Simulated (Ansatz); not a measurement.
Task: Each is relaxed and computed with r²SCAN in the plane-wave PAW code Ansatz. Which is the only one with a gap?
A. Si2Ni6B, P-62m (B on 1b, Si on 2c, Ni on 3g, Ni on 3f)
B. Cs2Ni3S4, Fmmm (Cs on 8i, Ni on 4a, Ni on 8e, S on 16m)
C. BaNi2P2, I4/mmm (Ba on 2a, Ni on 4d, P on 4e)
D. NiSb, P6_3/mmc (Ni on 4f, Sb on 2a, Sb on 2d)

Result: B, Cs2Ni3S4, Fmmm (Cs on 8i, Ni on 4a, Ni on 8e, S on 16m). Cs2Ni3S4: gap 1.15 eV (indirect); NiSb: metal; BaNi2P2: metal; Si2Ni6B: metal. Built on a structure type that need not be the filed one of that space group: NiSb, P6_3/mmc (Ni on 4f, Sb on 2a, Sb on 2d). Standing as an ambient phase not checked: Cs2Ni3S4, Fmmm (Cs on 8i, Ni on 4a, Ni on 8e, S on 16m); NiSb, P6_3/mmc (Ni on 4f, Sb on 2a, Sb on 2d); BaNi2P2, I4/mmm (Ba on 2a, Ni on 4d, P on 4e); Si2Ni6B, P-62m (B on 1b, Si on 2c, Ni on 3g, Ni on 3f). Began spin-polarised and lost the moments: NiSb, P6_3/mmc (Ni on 4f, Sb on 2a, Sb on 2d); Si2Ni6B, P-62m (B on 1b, Si on 2c, Ni on 3g, Ni on 3f). All cells were relaxed under the symmetry of their starts (and spin orders); stability against distortions was not tested throughout. Rows with no word on spin ran without spin polarisation. Spin–orbit coupling is left out wherever it is not named.

Potentials: the later of the program's two PAW sets.
